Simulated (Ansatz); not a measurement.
GeOs:
```yaml
crystal:
  lattice:
    - [3.53436, 0.00000, 0.00000]
    - [-1.76718, 3.06085, 0.00000]
    - [0.00000, 0.00000, 2.98573]
  atoms:
    - { symbol: Os, position: [0.00000, 0.00000, 0.00000] }
    - { symbol: Ge, position: [0.66667, 0.33333, 0.50000] }
```

Relaxed with PBE. Special points in fractions of this cell's reciprocal vectors: Γ (0.000, 0.000, 0.000); M (0.500, 0.000, 0.000); K (0.333, 0.333, 0.000); A (0.000, 0.000, 0.500); L (0.500, 0.000, 0.500); H (0.333, 0.333, 0.500).

Task: List the band energies nearest the Fermi level at these points for PBE in the plane-wave PAW code Ansatz.

Result: In eV from the Fermi level; about four levels below and three above (degenerate sets whole), none deeper than 8.9 eV; points with the same levels are listed once.

```json
[
 {"k": "Γ", "below": "-3.49 -3.49 -0.31 -0.31", "above": "3.94 5.26 5.26"},
 {"k": "M", "below": "-1.92 -1.17 -0.49 -0.02", "above": "0.85 7.95 8.06"},
 {"k": "K", "below": "-1.81 -1.37 -0.87 -0.66", "above": "0.52 9.14 10.80"},
 {"k": "A", "below": "-3.06 -3.06 -1.87 -1.87", "above": "2.08 5.06 5.06"},
 {"k": "L", "below": "-4.16 -3.34 -0.75 -0.15", "above": "0.59 3.59 3.67"},
 {"k": "H", "below": "-5.64 -4.96 -1.54 -1.53", "above": "0.01 2.62 2.70"}
]
```

Space group P-6m2. A made-up cell: these elements were put on the sites of a structure type; neither database checked (COD, Materials Project) lists it. Whether it is the stable phase at ambient conditions was not checked. The PBE relaxation kept the symmetry of its start; its stability against distortions is not shown here. No spin polarisation was allowed. Scalar-relativistic: spin–orbit coupling is off unless named, which matters more the heavier the elements.

Potentials: the earlier of the program's two PAW sets.
